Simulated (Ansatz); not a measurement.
TiO$_{2}$ in space group Pbca (No. 61; Ti on 8c, O on 8c, O on 8c), plane-wave PAW PBEsol (Ansatz code). The conduction-band minimum lies at Γ, with 1 equivalent valley. Second derivatives d²E/dk² of the lowest band at one valley (eV·Å²), along Cartesian directions:

| direction | d²E/dk² |
|---|---|
| [100] | 1.493 |
| [010] | 0.7202 |
| [001] | 13.38 |
| [110] | 1.106 |
| [101] | 7.438 |
| [011] | 7.050 |

Find the principal effective masses, the density-of-states mass and the conductivity mass.

Off-diagonal terms follow from H_xy = H[110] − (H_xx + H_yy)/2, and m*/mₑ = 7.620 eV·Å² over each eigenvalue: 0.57, 5.1, 11. One valley's DOS mass (m₁m₂m₃)^(1/3) = 3.1, conductivity mass 3/(Σ 1/mᵢ) = 1.5 mₑ.

What effective density of states Nc follows at 300 K for parabolic valleys?

Nc = 2.509e19 × 1 × (3.1)^(3/2) ≈ 1.4e20 cm⁻³.

Symmetry was held in the PBEsol relaxation. No spin polarisation was allowed.

Potentials: the earlier of the program's two PAW sets. The files were generated under PBE; for other functionals the program regenerates the frozen cores, and for LDA and PBEsol the local potential too.

Edges and masses are those of Kohn–Sham bands, whose gap is no quasiparticle gap.
